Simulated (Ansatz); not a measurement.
**Run record: relaxation of ScIr (Pm-3m)**

Method: PBEsol, PAW on Ansatz 0.2.0's default frozen-core files (fitted under PBE), scalar-relativistic.

The cell comes from a PAW relaxation under the same functional.

Command:

```sh
ansatz run input.yaml --threads 1 --pin off --max-ram 2048MiB --backend cpu --events-out ev --progress --plain --runs-dir out
```

input.yaml:

```yaml
crystal:
  lattice:
    - [3.18907048837, 0.0, 0.0]
    - [0.0, 3.18907048837, 0.0]
    - [0.0, 0.0, 3.18907048837]
  atoms:
    - { symbol: Sc, position: [0.5, 0.5, 0.5] }
    - { symbol: Ir, position: [0.0, 0.0, 0.0] }
kpoints:
  mp_grid: { grid: [14, 14, 14] }
scf:
  occupations: { method: fermi_dirac, width: 0.08 }
hamiltonian:
  xc: pbesol
  pseudopotentials: { kind: paw }
relax:
  f_tol: 0.002
  max_steps: 80
  cell: { p_target: 2 }
output:
  forces: true
  stress: true
```

Output:

```
Warning: RAYON_NUM_THREADS=1 ignored (pool sized by the plan → 1); use --threads N
Engine: ansatz 0.2.0, x86_64-unknown-linux-gnu
Pseudopotentials: kind: paw
Pseudopotential: Sc, paw, valence charge 11, recommended cutoff 420 eV (normal), Sc.paw.azcp
Pseudopotential: Ir, paw, valence charge 17, recommended cutoff 420 eV (normal), Ir.paw.azcp
Functional definition: PBEsol
  exchange = pbesol_x
  correlation = pbesol_c
Crystal: 2 atoms, lattice volume = 32.433 Å³
Basis set: ecut = 420 eV, 619 PW (Γ), exchange–correlation on 48×48×48 points (8 copies of the dense FFT grid, shifted against one another)
Bands: 18, of which v1, the nominal top of the filled ones, is band 14 counted from 1 (13 counted from 0)
Symmetry: 48 space group operations
Space group: Pm-3m (ITA 221), of the structure as read, at distance tolerance 3.2e-5 Å
k-points: 120 of 2744
Non-local potential: Sc, projectors of the file, l = 0: 3, l = 1: 2, l = 2: 3, l = 3: 1
Non-local potential: Ir, projectors of the file, l = 0: 3, l = 1: 2, l = 2: 2, l = 3: 1
PAW form: soft (Blöchl's): semilocal exchange-correlation on the pseudo side does not see the compensation charge
[... 81 lines left out ...]
Fermi energy:    18.561089 eV
--- Per-component energies (eV) ---
  E_band       = -261.459001
  E_kinetic    = 887.976595
  E_local      = -1977.698601  (includes V_loc(G=0)·N_el)
  E_nonlocal   = 159.756635
  E_hartree    = 724.925461
  E_xc         = -371.662632
  E_vxc        = -430.693186  (∫ρ·V_xc dr)
  E_paw        = -10020.877901  (= ΣΔE_a)
  E_vpaw       = -350.651437  (= ΣTr[D̂ρ^β])
  E_aug_tail   = 0.000072  (compensation charges beyond the density's cutoff)
  E_ewald      = -3315.215426
  E_core_change = 0.394310  (= ΣΔE_core)
  E_smearing   = -0.014924  (= −TS)
  E_closure    = 0.000000  (closes the sum)
  Σ components = -13912.416411   (vs F -13912.416411, Δ=0.00e0)
--- Forces (eV/Å), atoms counted from 1 ---
  atom   1  Sc     0.00000000    -0.00000000    -0.00000000
  atom   2  Ir    -0.00000000    -0.00000000    -0.00000000
  max |Σ_I F_I| component: 2.21e-29 eV/Å
--- Stress (GPa, compression-positive) ---
        2.004637      -0.000000       0.000000
       -0.000000       2.004637      -0.000000
        0.000000      -0.000000       2.004637
  P = ⅓ Tr σ = 2.0046 GPa (20.046 kbar)
--- Relaxed structure (4 steps of the walk, 3 accepted, 1 SCFs on fresh bases) ---
  F+E_penalty+E_count = -13912.41641082 eV   max|allowed force component| = 1.420e-29 eV/Å   (the final SCF, on the basis selected at the relaxed cell)
  cell:  # Å, volume = 32.0889 Å³
    - [3.1777409959433656, -1.2438297557500897e-34, 3.209883240645393e-35]
    - [4.012354050806741e-36, 3.1777409959433656, 1.6049416203226965e-35]
    - [3.209883240645393e-35, 1.6049416203226965e-35, 3.1777409959433656]
  atoms:
    - { symbol: Sc, position: [0.49999999999999994, 0.49999999999999994, 0.49999999999999994] }
    - { symbol: Ir, position: [-3.153943506015095e-47, -5.0062595333572936e-48, -3.289827693349079e-48] }
```

The run converged.

### Relaxation

Relaxation of a crystal by Kohn-Sham DFT from the given cell to forces under 2 meV/angstrom; pressure positive in compression.

* Volume change: -1.062 %
* Length change (a, b, c): -0.355, -0.355, -0.355 %
* Start pressure: 0.01 GPa

Known limits: frozen-core PAW files fitted under PBE, their cores solved anew for the functional of the run; no spin-orbit coupling on heavy atoms.

Cost: 24 s on 1 thread of AMD EPYC 7R43 64-Core Processor (Zen 3), with other jobs on the host, peak memory 0.4 GiB.
